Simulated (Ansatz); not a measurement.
HfBrN in space group Pmmn (No. 59; Hf on 2b, Br on 2a, N on 2a), r²SCAN in the plane-wave PAW code Ansatz, all energies at zero smearing, with the estimated change up to a 700 eV cutoff added, with one set of potentials and settings (totals compare only within such a set). Cell of 6 atoms (2 Hf, 2 Br, 2 N): -37832.933 eV.

| element | reference phase | E (eV/atom) |
|---|---|---|
| Hf | P6_3/mmc, 2 atoms in the cell | -15733.0631 |
| Br | Cmce, 4 atoms in the cell | -2792.8603 |
| N | Pa-3, 8 atoms in the cell | -384.8315 |

Formation energy per atom, worked out: (-37832.933 − 2×(-15733.0631) − 2×(-2792.8603) − 2×(-384.8315))/6 = -1.904 eV/atom (-184 kJ per mol of atoms), at 0 K, without zero-point energy or fitted corrections.

The workflow started from a Materials Project entry (that database holds measured and hypothetical structures alike); the Crystallography Open Database files this formula in space group No. 59, but the cells were not matched. Its standing as an ambient phase is unchecked. Symmetry was held in the r²SCAN relaxation; its stability against distortions is not shown here. The run is not spin-polarised. A crystal of weakly bound layers computed without a dispersion correction: the cell and the soft elastic constants depend strongly on that. The references are the lowest solids computed at this level, not always the standard phases (solids in place of the gases). Spin–orbit coupling is left out wherever it is not named.

Potentials: the later of the program's two PAW sets.
